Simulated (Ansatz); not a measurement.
# SiW3: computed property card

SiW₃:
Space group Fm-3m (No. 225); a = 6.207 Å, b = 6.207 Å, c = 6.207 Å, α = 90.00°, β = 90.00°, γ = 90.00°

| atom | site | symmetry | x | y | z |
|---|---|---|---|---|---|
| Si | 4a | m-3m | 0.0000 | 0.0000 | 0.0000 |
| W | 4b | m-3m | 0.5000 | 0.5000 | 0.5000 |
| W | 8c | -43m | 0.2500 | 0.2500 | 0.2500 |
(The calculation used a cell of 4 atoms; values per cell refer to that cell.)

Space group Fm-3m (No. 225); conventional cell a = 6.207 Å, b = 6.207 Å, c = 6.207 Å, α = 90.00°, β = 90.00°, γ = 90.00°.

Method: the program Ansatz at the r²SCAN level (PAW). Structure relaxed to zero pressure with the same functional. Other levels are named where they apply.

Cell and energy:

```json
{
  "volume_per_atom": "14.95 Å³",
  "density": "16.10 g/cm³",
  "Formation energy from the elements (no fitted shifts)": "194 meV/atom"
}
```

Electronic structure:

```json
{
  "electronic_character": "metallic (no gap)",
  "Density of states at the Fermi level": "0.49 states/eV per atom (mean over ±0.08 eV)",
  "Gap with spin–orbit coupling": "none (metallic)"
}
```

Mechanics:

```json
{
  "Bulk modulus (Birch–Murnaghan fit)": "284 GPa",
  "Pressure derivative B′": "4.2",
  "Elastic constants (relaxed ions, GPa)": "C11 = 318, C12 = 269, C44 = 146",
  "mechanical_stability": "stable (all eigenvalues of C positive)",
  "hill_bulk_and_shear_moduli": "285 and 73.3 GPa",
  "Young's modulus": "203 GPa",
  "Poisson's ratio": "0.38",
  "debye_temperature_from_the_elastic_constants": "291 K"
}
```

Charges:

```json
{
  "bader_charges": "Si -0.25, W +0.07 to +0.11 e"
}
```

The cell is a constructed one: a structure type filled with these elements; neither database checked (COD, Materials Project) lists it. Its standing as an ambient phase is unchecked. The r²SCAN relaxation kept the symmetry of its start; its stability against distortions is not shown here. The run is not spin-polarised. As this level gives no gap, shear constants depend on the k-mesh and smearing (Fermi–Dirac, 0.1 eV here). The references are the lowest solids computed at this level, not always the standard phases. Scalar-relativistic: spin–orbit coupling is off unless named, which matters more the heavier the elements.

Potentials: the earlier of the program's two PAW sets.
